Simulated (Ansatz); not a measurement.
Relaxed GaP (zinc blende):

```
CELL_PARAMETERS angstrom
      0.00000     2.75302     2.75302
      2.75302     0.00000     2.75302
      2.75302     2.75302     0.00000
ATOMIC_POSITIONS crystal
  P  0.75000 0.75000 0.75000
  Ga 0.00000 0.00000 0.00000
```

In each cell atom 2 (Ga, nearest neighbour P at 2.384 Å; its periodic images, 3.9 Å or more away, move with it) moves by s·(1.000, 0.000, 0.000) (along Cartesian x), the rest being held.

The numbers are results of PBE (plane waves to 420 eV, PAW, scalar-relativistic; Ansatz, a quantum-chemistry and plane-wave program), not measurements. k mesh 8×8×8 (Γ-centred), Fermi-Dirac smearing 0.05 eV. Energies are smeared free energies. As the smearing reaches across the gap at some points, energies and forces of such displacements shift with the k mesh and the smearing. GaP was relaxed with its symmetry unable to fall. ΔE is measured from the undisplaced structure.

Successive frames, forces in eV/Å:

| frame | ΔE (meV/cell) | F on P1 | F on Ga2 |
|---|---|---|---|
| s = -0.384 Å | 649 | (-3.163, 0.000, 0.000) | (3.163, 0.000, 0.000) |
| s = -0.288 Å | 375 | (-2.513, 0.000, 0.000) | (2.513, 0.000, 0.000) |
| s = -0.192 Å | 170 | (-1.743, 0.000, 0.000) | (1.743, 0.000, 0.000) |

What are the energy and the forces in the next frame, s = -0.096 Å?

ΔE (meV/cell) = 43.

```
atom      Fx     Fy     Fz
----  ------  -----  -----
P1    -0.892  0.000  0.000
Ga2    0.892  0.000  0.000
```

(For displaced atoms, the force is minus the slope of the energy, and its curvature is a force constant, which sets phonon frequencies.)
